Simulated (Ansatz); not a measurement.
RbHoS₂:
```xyz
4
Lattice="2.0068 1.1586 7.5316 -2.0068 1.1586 7.5316 0.0000 -2.3173 7.5316" Properties=species:S:1:pos:R:3 pbc="T T T"
Ho     0.0000     0.0000    11.2975
S      0.0000     0.0000     5.2103
S      0.0000     0.0000    17.3847
Rb     0.0000     0.0000     0.0000
```
The run is spin-polarised; directions of the spins, atom by atom: ↑ 0 0 0.

Relaxed with PBEsol.

Task: Give the Bader charges and basin volumes of the independent atoms, PBEsol (plane waves, PAW; program Ansatz).

Result: 

```
atom  Bader charge (e)  Bader volume (Å³)
----  ----------------  -----------------
Ho1              +1.76               15.9
S2               -1.26               31.2
Rb4              +0.77               26.9
```

Space group R-3m. The workflow started from an entry of the Crystallography Open Database (COD, 293 K). Its standing as an ambient phase is unchecked. The cell was relaxed with PBEsol under the symmetry of its start; its stability against distortions is not shown here. Magnetic state: ferromagnetic, the only order run, not a proven ground state. The cell computed holds one magnetic atom, so no antiferromagnetic order was within reach. Caveat: open 4f shells can settle in a state that is not the lowest. No Hubbard U is applied. Spin–orbit coupling is left out wherever it is not named.

Potentials: the later of the program's two PAW sets.
